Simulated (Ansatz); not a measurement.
GaAs (zinc blende)

```
GaAs
1.0
    0.00000     2.83335     2.83335
    2.83335     0.00000     2.83335
    2.83335     2.83335     0.00000
As Ga
1 1
Cartesian
  4.25003   4.25003   4.25003
  0.00000   0.00000   0.00000
```

The slice is a {110} plane (indices of the conventional cell) through the point (0.000, 0.000, 0.000) (fractional), spanned by u = [100] and v = [1 -1 -1] in vectors of this cell: u (4.01 Å) and v (5.67 Å, at 90° to u). It covers one period; positions are fractions (u, v).

Calculation: r2SCAN (plane waves to 500 eV, PAW, scalar-relativistic; Ansatz, a first-principles code). k mesh 10×10×10. Inside the PAW spheres the values are not all-electron values, and peaks at nuclei hang on which shells count as valence. GaAs was relaxed with its symmetry unable to fall.

### Question
Around which element is the density of the highest valence band (whole band, smooth part) largest on this plane?

### Answer
As. Mean over a disc round each atom, of radius 0.45 times the shortest bond: As 0.111, Ga 0.036 e/Å³.

### Question
The ELF has a maximum in the middle third of the As–Ga line. Where, and how high?

### Answer
0.80, 1.1 Å from As.

### Question
What is the ELF at the density minimum of the shortest As–Ga line in this plane (2.45 Å)?

### Answer
0.6.

### Question
Predict the map of the electrostatic potential energy of an electron, from the cell's mean on the slice.

### Answer
```
v \ u   0.00  0.09  0.17   0.26   0.35  0.43  0.52  0.61   0.70   0.78   0.87  0.96
-----  -----  ----  ----  -----  -----  ----  ----  ----  -----  -----  -----  ----
0.94       x     x     x   -2.0    3.1   4.6   4.9   4.1    1.2      x      x     x
0.84       x     x  -1.4    2.4    4.4   5.2   5.3   4.9    3.6    0.8  <-3.0     x
0.75     3.1   3.4   4.2    4.8    5.2   5.4   5.4   5.4    5.1    4.5    3.8   3.2
0.66     5.3   5.4   5.5    5.5    5.4   5.4   5.3   5.4    5.5    5.5    5.4   5.3
0.56     5.8   5.7   5.7    5.5    5.2   5.0   4.9   5.1    5.3    5.6    5.7   5.7
0.47     5.8   5.7   5.3    4.5    3.1   1.6   1.3   2.3    3.8    5.0    5.6   5.8
0.38     5.5   5.3   4.0    0.2      x     x     x     x  <-3.0    2.5    4.8   5.5
0.28     4.3   4.1   2.1      x      x     x     x     x      x   -1.0    3.5   4.2
0.19   <-3.0  -1.5  -0.1  <-3.0      x     x     x     x      x   -1.2   -0.4  -2.6
0.09       x     x     x   -1.9  <-3.0     x     x     x   -1.6  <-3.0      x     x
0.00       x     x     x  <-3.0    2.2   3.3   3.4   3.1    0.3      x      x     x
```

Values: electrostatic potential energy of an electron, from the cell's mean, in eV. Points within 1 Å of a nucleus are blanked (x), as the pseudised field means little there. Values under -3 eV are set to -3. The zero, the cell's mean, hangs on the PAW cores.
